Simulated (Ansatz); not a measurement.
Si3Ge:
Space group P-4m2 (No. 115); a = b = 3.881 Å, c = 5.478 Å, α = β = γ = 90.00°

```
atom  site  symmetry       x       y       z
----  ----  --------  ------  ------  ------
Si      2g      2mm.  0.0000  0.5000  0.2448
Si      1a      -4m2  0.0000  0.0000  0.0000
Ge      1c      -4m2  0.5000  0.5000  0.5000
```

Relaxed with PBEsol.

Which orbitals make up the states near the band edges in PBEsol (plane waves, PAW; program Ansatz)?

Top 1 eV of the valence band: Si 3p 69 %, Ge 4p 27 %. Bottom 1 eV of the conduction band: Si 3p 47 %, Si 3s 18 %, Ge 4p 12 %, Ge 4s 10 %, outside the projected shells 13 %. Projections are on Löwdin-orthogonalised atomic valence shells; empty p or d shells of many metals are not among them.

Tabulate the density of states.

States/eV per cell of 4 atoms, in 0.25 eV bins, energy from the valence-band maximum.

| E (eV) | total | Si 3p | Ge 4p | Si 3s |
|---|---|---|---|---|
| -7.85 | 0.12 | 0.03 | 0.02 | 0.06 |
| -7.60 | 0.56 | 0.14 | 0.09 | 0.29 |
| -7.35 | 1.16 | 0.34 | 0.16 | 0.55 |
| -7.10 | 2.22 | 0.86 | 0.29 | 0.81 |
| -6.85 | 2.19 | 0.88 | 0.31 | 0.76 |
| -6.60 | 1.51 | 0.60 | 0.23 | 0.54 |
| -6.35 | 1.19 | 0.48 | 0.18 | 0.42 |
| -6.10 | 0.92 | 0.38 | 0.14 | 0.33 |
| -5.85 | 0.83 | 0.35 | 0.12 | 0.29 |
| -5.60 | 0.78 | 0.33 | 0.11 | 0.27 |
| -5.35 | 0.70 | 0.30 | 0.10 | 0.23 |
| -5.10 | 0.58 | 0.26 | 0.08 | 0.18 |
| -4.85 | 0.52 | 0.25 | 0.07 | 0.15 |
| -4.60 | 0.54 | 0.29 | 0.07 | 0.13 |
| -4.35 | 1.10 | 0.73 | 0.22 | 0.11 |
| -4.10 | 2.25 | 1.53 | 0.53 | 0.14 |
| -3.85 | 2.27 | 1.51 | 0.53 | 0.17 |
| -3.60 | 1.96 | 1.29 | 0.44 | 0.17 |
| -3.35 | 2.33 | 1.59 | 0.52 | 0.16 |
| -3.10 | 2.63 | 1.85 | 0.57 | 0.15 |
| -2.85 | 2.79 | 2.00 | 0.63 | 0.11 |
| -2.60 | 2.81 | 2.02 | 0.62 | 0.11 |
| -2.35 | 2.93 | 2.11 | 0.65 | 0.11 |
| -2.10 | 2.51 | 1.80 | 0.58 | 0.08 |
| -1.85 | 2.46 | 1.75 | 0.60 | 0.06 |
| -1.60 | 2.38 | 1.66 | 0.63 | 0.05 |
| -1.35 | 2.06 | 1.38 | 0.61 | 0.04 |
| -1.10 | 1.61 | 1.08 | 0.47 | 0.03 |
| -0.85 | 1.00 | 0.69 | 0.27 | 0.02 |
| -0.60 | 0.65 | 0.44 | 0.17 | 0.01 |
| -0.35 | 0.38 | 0.26 | 0.11 | 0.00 |
| -0.10 | 0.09 | 0.06 | 0.03 | 0.00 |
| 0.15 | 0.00 | 0.00 | 0.00 | 0.00 |
| 0.40 | 0.05 | 0.02 | 0.00 | 0.00 |
| 0.65 | 0.29 | 0.14 | 0.03 | 0.04 |
| 0.90 | 0.60 | 0.28 | 0.07 | 0.11 |
| 1.15 | 0.99 | 0.46 | 0.12 | 0.19 |
| 1.40 | 1.42 | 0.65 | 0.17 | 0.28 |
| 1.65 | 2.21 | 1.01 | 0.27 | 0.44 |
| 1.90 | 2.88 | 1.31 | 0.33 | 0.62 |
| 2.15 | 2.98 | 1.41 | 0.34 | 0.62 |
| 2.40 | 2.82 | 1.33 | 0.37 | 0.56 |
| 2.65 | 2.20 | 1.01 | 0.34 | 0.37 |
| 2.90 | 2.04 | 0.95 | 0.31 | 0.30 |
| 3.15 | 2.61 | 1.31 | 0.42 | 0.28 |
| 3.40 | 4.05 | 2.00 | 0.71 | 0.39 |
| 3.65 | 3.46 | 1.70 | 0.59 | 0.34 |
| 3.90 | 2.79 | 1.39 | 0.45 | 0.25 |
| 4.15 | 2.46 | 1.21 | 0.40 | 0.21 |
| 4.40 | 2.30 | 1.07 | 0.35 | 0.19 |
| 4.65 | 2.62 | 1.19 | 0.38 | 0.22 |
| 4.90 | 2.47 | 1.11 | 0.35 | 0.22 |

The start of the workflow was typed in or built on a structure type; neither database checked (COD, Materials Project) lists it. Its standing as an ambient phase is unchecked. The PBEsol relaxation kept the symmetry of its start; whether a distortion lowers the energy is not shown. Spin–orbit coupling is left out wherever it is not named.

Potentials: the later of the program's two PAW sets.
